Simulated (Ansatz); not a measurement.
LiF:
```
LiF
1.0
    0.00000     1.99478     1.99478
    1.99478     0.00000     1.99478
    1.99478     1.99478     0.00000
Li F
1 1
Direct
  0.00000   0.00000   0.00000
  0.50000   0.50000   0.50000
```

Relaxed with r²SCAN. Special points in fractions of this cell's reciprocal vectors: Γ (0.000, 0.000, 0.000); X (0.500, 0.000, 0.500); U (0.625, 0.250, 0.625); K (0.375, 0.375, 0.750); L (0.500, 0.500, 0.500); W (0.500, 0.250, 0.750).

Problem. List the band energies nearest the valence-band maximum at these points for plane-wave PAW r²SCAN (Ansatz code).

Solution. In eV from the valence-band maximum; about four levels below and three above (degenerate sets whole), none deeper than 8.9 eV; … stands for higher levels left out; points with the same levels are listed once.

```tsv
k	below	above
Γ	0.00 0.00 0.00	10.34 …
X	-3.11 -1.04 -1.04	16.33 …
U	-2.59 -1.62 -0.77	15.86 …
L	-2.62 -0.25 -0.25	12.02 …
W	-2.15 -2.15 -0.84	…
```

Space group Fm-3m (rock salt). The r²SCAN relaxation kept the symmetry of its start.

Potentials: the earlier of the program's two PAW sets.
